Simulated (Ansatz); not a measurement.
SrPd$_{2}$:
```cif
data_Pd4Sr2
_chemical_formula_sum 'Sr2 Pd4'
_space_group_name_H-M_alt 'P 1'
_space_group_IT_number 1
_cell_length_a 5.55536
_cell_length_b 5.55536
_cell_length_c 5.55536
_cell_angle_alpha 60.000
_cell_angle_beta 60.000
_cell_angle_gamma 60.000
loop_
_space_group_symop_operation_xyz
  'x, y, z'
loop_
_atom_site_label
_atom_site_type_symbol
_atom_site_fract_x
_atom_site_fract_y
_atom_site_fract_z
_atom_site_occupancy
Sr1 Sr 0.25000 0.25000 0.25000 1
Sr2 Sr 0.00000 0.00000 0.00000 1
Pd1 Pd 0.62500 0.12500 0.62500 1
Pd2 Pd 0.62500 0.62500 0.62500 1
Pd3 Pd 0.12500 0.62500 0.62500 1
Pd4 Pd 0.62500 0.62500 0.12500 1
```

Relaxed with r²SCAN.

Which orbitals make up the states near the Fermi level in r²SCAN (plane waves, PAW; program Ansatz)?

Within 0.5 eV of the Fermi level: Pd 4d 47 %, Sr 5s 17 %, outside the projected shells 35 %. Projections are on Löwdin-orthogonalised atomic valence shells; empty p or d shells of many metals are not among them.

Tabulate the density of states.

States/eV per cell of 6 atoms, in 0.25 eV bins, energy from the Fermi level.

```csv
E (eV),total,Pd 4d,Sr 5s,Sr 4p
-6.35,0.00,0.00,0.00,0.00
-6.10,0.10,0.03,0.07,0.00
-5.85,0.35,0.10,0.20,0.00
-5.60,0.57,0.20,0.29,0.00
-5.35,0.87,0.39,0.36,0.00
-5.10,1.61,0.93,0.44,0.01
-4.85,2.01,1.30,0.35,0.01
-4.60,2.27,1.55,0.31,0.01
-4.35,5.34,4.46,0.39,0.01
-4.10,11.39,10.03,0.62,0.02
-3.85,10.37,9.23,0.67,0.03
-3.60,18.35,16.60,1.09,0.07
-3.35,12.80,11.79,0.44,0.08
-3.10,10.53,9.53,0.40,0.05
-2.85,10.57,9.56,0.30,0.04
-2.60,13.82,12.29,0.40,0.05
-2.35,10.51,9.16,0.31,0.03
-2.10,11.05,9.48,0.28,0.03
-1.85,18.40,16.98,0.25,0.03
-1.60,11.99,11.18,0.11,0.01
-1.35,8.51,7.62,0.16,0.00
-1.10,4.13,3.35,0.15,0.00
-0.85,3.47,2.81,0.13,0.00
-0.60,2.99,2.45,0.11,0.00
-0.35,2.37,1.96,0.08,0.00
-0.10,1.58,1.00,0.22,0.00
0.15,2.94,0.86,0.86,0.01
0.40,2.56,0.46,0.50,0.01
0.65,1.55,0.20,0.25,0.00
0.90,1.51,0.19,0.38,0.01
1.15,2.37,0.24,0.76,0.01
1.40,3.57,0.32,1.03,0.01
1.65,2.86,0.26,0.35,0.01
1.90,3.05,0.27,0.12,0.00
2.15,5.14,0.51,0.10,0.00
2.40,4.56,0.40,0.08,0.00
2.65,3.91,0.23,0.05,0.00
2.90,7.98,0.25,0.02,0.00
3.15,9.25,0.31,0.01,0.00
3.40,2.14,0.07,0.00,0.00
3.65,1.27,0.04,0.00,0.00
3.90,1.64,0.05,0.04,0.00
4.15,1.58,0.04,0.07,0.00
4.40,2.82,0.07,0.12,0.00
4.65,2.17,0.05,0.10,0.00
```

Space group Fd-3m (cubic Laves (MgCu2 type)). The first step of the workflow began from a Materials Project structure, measured or hypothetical; the Crystallography Open Database files this formula in space group No. 227, but the cells were not matched. Its standing as an ambient phase is unchecked. Symmetry was held in the r²SCAN relaxation; whether a distortion lowers the energy is not shown. The run is not spin-polarised. Spin–orbit coupling is left out wherever it is not named.

Potentials: the later of the program's two PAW sets.
